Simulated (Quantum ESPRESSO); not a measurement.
**Band energies of Sr₂MgWO₆**

```
CELL_PARAMETERS angstrom
     -2.78845     2.78845     3.98949
      2.78845    -2.78845     3.98949
      2.78845     2.78845    -3.98949
ATOMIC_POSITIONS crystal
  O  0.74153 0.74153 0.00000
  O  0.25847 0.25847 0.00000
  O  0.70594 0.77657 0.48251
  O  0.29406 0.22343 0.51749
  O  0.77657 0.29406 0.07063
  O  0.22343 0.70594 0.92937
  Mg 0.00000 0.00000 0.00000
  Sr 0.75000 0.25000 0.50000
  Sr 0.25000 0.75000 0.50000
  W  0.50000 0.50000 0.00000
```

PBEsol (Quantum ESPRESSO, PseudoDojo norm-conserving, 84 Ry, no spin-orbit coupling); path ΓXYSΓZS1NPY1Z,XP; energies in eV from the valence-band maximum.

```
k (1/Å)  point  band 36  band 37  band 38  band 39  band 40  band 41  band 42  band 43
-------  -----  -------  -------  -------  -------  -------  -------  -------  -------
0.00         Γ    -0.38    -0.38    -0.25    -0.01    -0.01     3.16     3.16     3.26
0.20              -0.50    -0.49    -0.24    -0.13     0.00     3.13     3.33     3.42
0.40              -0.74    -0.68    -0.42    -0.37     0.00     3.08     3.69     3.75
0.80         X    -1.26    -0.99    -0.74    -0.72    -0.02     3.02     4.10     4.14
0.80         Y    -1.25    -1.20    -1.03    -0.40    -0.36     3.56     3.65     4.14
1.08         S    -1.21    -0.91    -0.84    -0.61    -0.20     3.36     3.94     4.02
1.42              -1.02    -0.56    -0.44    -0.43    -0.27     3.48     3.61     3.64
1.59              -0.70    -0.48    -0.31    -0.23    -0.11     3.30     3.41     3.54
1.76              -0.48    -0.41    -0.23    -0.07    -0.03     3.19     3.23     3.37
1.92         Γ    -0.38    -0.38    -0.25    -0.01    -0.01     3.16     3.16     3.26
2.12              -0.45    -0.45    -0.20    -0.11    -0.11     3.23     3.32     3.32
2.32              -0.64    -0.64    -0.37    -0.37    -0.12     3.17     3.69     3.69
2.51              -0.97    -0.97    -0.55    -0.55    -0.08     3.12     4.03     4.03
2.71         Z    -1.25    -1.25    -0.60    -0.60    -0.07     3.10     4.16     4.16
2.71        S1    -1.21    -0.91    -0.84    -0.61    -0.20     3.36     3.94     4.02
2.87              -1.18    -0.79    -0.66    -0.58    -0.29     3.47     3.78     3.88
3.19         N    -0.71    -0.61    -0.53    -0.48    -0.37     3.45     3.55     3.71
3.33              -0.75    -0.70    -0.63    -0.46    -0.38     3.49     3.57     3.76
3.47              -0.96    -0.80    -0.69    -0.45    -0.44     3.54     3.59     3.92
3.75         P    -1.28    -1.09    -1.01    -0.44    -0.44     3.59     3.59     4.12
3.89              -1.27    -0.94    -0.86    -0.66    -0.27     3.39     3.80     4.09
4.03              -1.30    -0.90    -0.77    -0.69    -0.20     3.29     3.96     4.01
4.31        Y1    -1.25    -1.20    -1.03    -0.40    -0.36     3.56     3.65     4.14
4.44              -1.27    -0.96    -0.86    -0.70    -0.19     3.38     3.85     4.15
4.58              -1.26    -1.04    -0.70    -0.68    -0.10     3.18     4.07     4.16
4.72         Z    -1.25    -1.25    -0.60    -0.60    -0.07     3.10     4.16     4.16
4.72         X    -1.26    -0.99    -0.74    -0.72    -0.02     3.02     4.10     4.14
4.85              -1.05    -1.00    -0.81    -0.80    -0.07     3.10     4.06     4.11
5.11         P    -1.28    -1.09    -1.01    -0.44    -0.44     3.59     3.59     4.12
```

The PBEsol gap is 3.02 eV and nearly direct: the edges lie at 25 % of the way from Γ to X and X, the smallest direct gap within 0.02 eV of it. Another valence extremum on the path lies within 0.02 eV, too close to call.

Spin-orbit coupling is left out, which matters for elements this heavy: edges can move by tenths of an eV.

Geometry of the Materials Project entry, not relaxed at this level.

The structure is a Materials Project entry; no match was found in the copy of COD used, and its stability was not checked.
